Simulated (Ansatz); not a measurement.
Consider the following.

CdTe:
```
CELL_PARAMETERS angstrom
      0.00000     2.96508     2.96508
      2.96508     0.00000     2.96508
      2.96508     2.96508     0.00000
ATOMIC_POSITIONS crystal
  Cd 0.00000 0.00000 0.00000
  Te 0.50000 0.50000 0.50000
```

This is the LDA-relaxed structure.

Q: All from LDA in the plane-wave PAW code Ansatz, unless another level is named. Predict the electronic character.

A: metallic (no gap).

Q: And the formation energy from the elements (no fitted shifts)?

A: -251 meV/atom.

Q: What about the density of states at the Fermi level?

A: 0.58 states/eV per atom (mean over ±0.08 eV).

Space group Fm-3m (rock salt). This is a known high-pressure phase of the composition, computed here at zero pressure and temperature. Symmetry was held in the LDA relaxation; its stability against distortions is not shown here. The references are the lowest solids computed at this level, not always the standard phases. Scalar-relativistic: spin–orbit coupling is off unless named, which matters more the heavier the elements.

Potentials: the earlier of the program's two PAW sets. The files were generated under PBE; for other functionals the program regenerates the frozen cores, and for LDA and PBEsol the local potential too.
